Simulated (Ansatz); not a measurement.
**Sn$_{3}$Ge$_{2}$Te$_{5}$ (R-3m) at 3 levels of theory**

One geometry, relaxed with PBE; plane waves with PAW potentials in Ansatz, scalar-relativistic. No spin polarisation. Gaps are the least over mesh and band path; pressure is positive in compression.

```cif
data_structure
_symmetry_space_group_name_H-M 'R-3m:H'
_symmetry_Int_Tables_number 166
_cell_length_a 4.4131
_cell_length_b 4.4131
_cell_length_c 54.2792
_cell_angle_alpha 90.000
_cell_angle_beta 90.000
_cell_angle_gamma 120.000
_cell_volume 915.47
loop_
_atom_site_label
_atom_site_type_symbol
_atom_site_symmetry_multiplicity
_atom_site_Wyckoff_symbol
_atom_site_fract_x
_atom_site_fract_y
_atom_site_fract_z
_atom_site_occupancy
Sn1 Sn 3 a 0.00000 0.00000 0.00000 1
Sn2 Sn 6 c 0.33333 0.66667 0.86846 1
Ge1 Ge 6 c 0.66667 0.33333 0.93421 1
Te1 Te 6 c 0.33333 0.66667 0.96473 1
Te2 Te 6 c 0.00000 0.00000 0.90366 1
Te3 Te 3 b 0.66667 0.33333 0.83333 1
```

```csv
level,cutoff (eV),k mesh,gap (eV),pressure (GPa)
PBE,420,12×12×12,0.17,0.0
r2SCAN,500,12×12×12,0.26,-0.9
PBEsol,420,12×12×12,0.13,-2.5
```

Spin-orbit coupling matters for the bands of heavy elements and is left out.

The cell was found from a structure generator's guess, not taken from experiment.
